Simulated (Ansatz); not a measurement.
# A plane-wave run on LiCoS4

input.yaml (Ansatz 0.2.0)

```yaml
crystal:
  lattice:
    - [6.38291576, 0.0, 0.0]
    - [0.0, 5.46377345, 0.0]
    - [-2.65786851, 0.0, 5.93702528]
  atoms:
    - { symbol: Li, position: [0.5, 0.5, 0.0] }
    - { symbol: Li, position: [0.5, 0.0, 0.5] }
    - { symbol: Co, position: [0.0, 0.0, 0.0], spin: 3.0 }
    - { symbol: Co, position: [0.0, 0.5, 0.5], spin: 3.0 }
    - { symbol: S, position: [0.8532, 0.7948, 0.6684] }
    - { symbol: S, position: [0.1468, 0.2948, 0.8316] }
    - { symbol: S, position: [0.1468, 0.2052, 0.3316] }
    - { symbol: S, position: [0.8532, 0.7052, 0.1684] }
    - { symbol: S, position: [0.3246, 0.6853, 0.6213] }
    - { symbol: S, position: [0.6754, 0.1853, 0.8787] }
    - { symbol: S, position: [0.6754, 0.3147, 0.3787] }
    - { symbol: S, position: [0.3246, 0.8147, 0.1213] }
kpoints:
  mp_grid: { grid: [3, 4, 3], shift: [0, 0, 0] }
  band_path:
    path:
      - [0.0, 0.0, 0.0]
      - [0.0, 0.5, 0.0]
      - [0.0, 0.5, 0.5]
      - [0.0, 0.0, 0.5]
      - [0.0, 0.0, 0.0]
      - [-0.5, 0.0, 0.5]
      - [-0.5, 0.5, 0.5]
      - [0.0, 0.5, 0.0]
      - [-0.5, 0.5, 0.0]
      - [-0.5, 0.0, 0.0]
      - [0.0, 0.0, 0.0]
    npoints: 7
magnetization:
  spin_polarized: true
scf:
  occupations: { method: fermi_dirac }
  lower_state_search: "off"
  max_iter: 200
hamiltonian:
  pseudopotentials: { kind: paw }
  xc: lda
  hubbard:
    projectors: all-electron-ortho-atomic
    sites: [{ species: Co, l: d, u_eff: 3.47 }]
total_charge: -1
basis:
  ecutwfc: 420
  fft_grid_basis: typed
output:
  forces: true
  stress: true
  eigenvalues: true
  bader: true
  populations: true
  elf: true
  write_potential: true
  volumetric_format: npy
  dos:
    e_range: [-12, 8]
    de: 0.05
    projected: { site_lists: { Co: [Co], Li: [Li], S: [S] } }
  write_density: true
checkpoint:
  read: saved_state
```

Run as

```sh
ansatz run input.yaml --threads 2 --pin off --max-ram 5120MiB --backend cpu --events-out ev --progress --plain --runs-dir out
```

The saved state is an earlier solution for the same cell, perhaps on another mesh. The state carries no moments; the state need not be the lowest.

Parts of the output:

```
Li: projections on atomic orbitals take those of the free atom 1s2 2s1, of charge +0.00 (hamiltonian.pseudopotentials.projection_atoms); the dataset's partial waves leave at most 8.9e-11 of an orbital's norm unspanned inside its sphere
Co: projections on atomic orbitals take those of the free atom [Ne] 3s2 3p6 3d7 4s2, of charge +0.00 (hamiltonian.pseudopotentials.projection_atoms); the dataset's partial waves leave at most 1.4e-6 of an orbital's norm unspanned inside its sphere
S: projections on atomic orbitals take those of the free atom [Ne] 3s2 3p4, of charge +0.00 (hamiltonian.pseudopotentials.projection_atoms); the dataset's partial waves leave at most 1.6e-7 of an orbital's norm unspanned inside its sphere
Pseudopotentials: kind: paw
Pseudopotential: Li, paw, valence charge 3, recommended cutoff 420 eV (normal), Li.paw.azcp
Pseudopotential: Co, paw, valence charge 17, recommended cutoff 420 eV (normal), Co.paw.azcp
Pseudopotential: S, paw, valence charge 6, recommended cutoff 420 eV (normal), S.paw.azcp
Functional definition: SPW92
  exchange = slater_x
  correlation = pw_c
Crystal: 12 atoms, lattice volume = 207.053 Å³
Basis set: ecut = 420 eV, 4043 PW (Γ)
Bands: 60, of which v1, the nominal top of the filled ones, is band 45 counted from 1 (44 counted from 0)
Symmetry: 4 space group operations
Space group: P21/c (ITA 14), of the structure as read, at distance tolerance 5.9e-5 Å
Magnetic group: BNS 14.75 (UNI 82), of the structure as read, at distance tolerance 5.9e-5 Å
k-points: 15 of 36
Initial density: read from a saved state, or passed on in memory by an earlier SCF of this step, an earlier step, the calling program or the single point that the run made first
Starting moments: Σ|m| = 6 μB on 2 of 12 sites; this step starts from the density that it was given
Functional: x = slater, c = lda
Magnetization: -0.0001 μB (44.5000 up, 44.5000 down)
Absolute magnetization: 0.0001 μB (∫|ρ↑−ρ↓|, with the PAW one-centre terms)
Spin contamination: 0.0000 ħ² per cell (⟨S²⟩ above its minimum at these occupations)
Per-site moments (μB) at R_I (Å): [(-1.320e-7, 0.9693), (-1.320e-7, 0.9693), (-2.008e-5, 0.8851), (-2.008e-5, 0.8851), (-5.744e-6, 0.9348), (-5.744e-6, 0.9348), (-5.744e-6, 0.9348), (-5.744e-6, 0.9348), (-3.069e-6, 0.8851), (-3.069e-6, 0.8851), (-3.069e-6, 0.8851), (-3.069e-6, 0.8851)]
Free energy (F): -17474.8144 eV
Harris-Foulkes:  -17474.8144 eV  (|F-HF|=1.27e-10)
Internal energy: -17474.3940 eV  (E = F + TS)
E sigma→0 (E₀):  -17474.6042 eV
Entropy (-TS):   -0.4204 eV (-35.035 meV/atom)
Fermi energy:    5.9328 eV
--- Forces (eV/Å), atoms counted from 1 ---
  atom   1  Li     0.0000     0.0000     0.0000
  atom   2  Li     0.0000     0.0000     0.0000
  atom   3  Co     0.0000     0.0000     0.0000
  atom   4  Co     0.0000     0.0000     0.0000
  atom   5  S      0.4357    -0.1644     0.0821
  atom   6  S     -0.4357    -0.1644    -0.0821
  atom   7  S     -0.4357     0.1644    -0.0821
  atom   8  S      0.4357     0.1644     0.0821
  atom   9  S     -0.1152    -0.0042    -0.0340
  atom  10  S      0.1152    -0.0042     0.0340
  atom  11  S      0.1152     0.0042     0.0340
  atom  12  S     -0.1152     0.0042    -0.0340
--- Stress (GPa, compression-positive) ---
       -5.4812       0.0000       3.7844
        0.0000      -9.4483       0.0000
        3.7843       0.0000      -9.7252
  P = ⅓ Tr σ = -8.2182 GPa (-82.182 kbar)
--- Löwdin populations: 12 sites ---
  site symbol       q [e]    m [muB]
     0     Li      2.4339     0.0000
     1     Li      2.4339     0.0000
     2     Co     16.4886     0.0000
     3     Co     16.4886     0.0000
     4      S      6.2697     0.0000
     5      S      6.2697     0.0000
     6      S      6.2697     0.0000
     7      S      6.2697     0.0000
     8      S      6.3297     0.0000
     9      S      6.3297     0.0000
    10      S      6.3297     0.0000
    11      S      6.3297     0.0000
  spilling = 0.0085 (of n_electrons = 89.0000)
--- Bader charges: 12 sites ---
  site symbol  charge [e]  shift [e]    m [muB]
     0     Li      0.8313     0.0015     0.0000
     1     Li      0.8313     0.0015     0.0000
     2     Co      0.5291     0.0088     0.0000
     3     Co      0.5291     0.0088     0.0000
     4      S     -0.4253     0.0029     0.0000
     5      S     -0.4253     0.0029     0.0000
     6      S     -0.4253     0.0029     0.0000
     7      S     -0.4253     0.0029     0.0000
     8      S     -0.5049     0.0008     0.0000
     9      S     -0.5049     0.0008     0.0000
    10      S     -0.5049     0.0008     0.0000
    11      S     -0.5049     0.0008     0.0000
```

Origin: a known structure type with other elements, at an estimated volume, so it need not be a known compound. Caveats: the k mesh is coarse if the cell is a metal; charged cell with a uniform background.

Run time, from a saved density: 70 s on 2 threads of Intel(R) Xeon(R) 6975P-C (Granite Rapids) (shared host), peak memory 1.4 GiB.
